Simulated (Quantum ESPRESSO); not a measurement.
```cif
data_S4Zn4
_chemical_formula_sum 'S4 Zn4'
_space_group_name_H-M_alt 'F-43m'
_space_group_IT_number 216
_space_group_name_Hall 'F -4 2 3'
_cell_length_a 5.38737
_cell_length_b 5.38737
_cell_length_c 5.38737
_cell_angle_alpha 90.000
_cell_angle_beta 90.000
_cell_angle_gamma 90.000
loop_
_atom_site_label
_atom_site_type_symbol
_atom_site_symmetry_multiplicity
_atom_site_Wyckoff_symbol
_atom_site_fract_x
_atom_site_fract_y
_atom_site_fract_z
_atom_site_occupancy
S1 S 4 c 0.25000 0.25000 0.25000 1
Zn1 Zn 4 a 0.00000 0.00000 0.00000 1
```
(The calculation used a cell of 2 atoms; values per cell refer to that cell.)

The geometry is that of Materials Project entry mp-10695, symmetrised and not relaxed again.

What does norm-conserving PBE (Quantum ESPRESSO, 84 Ry, without SOC) give for the electronic structure near the Fermi level?

The PBE gap is direct, 2.15 eV at Γ.
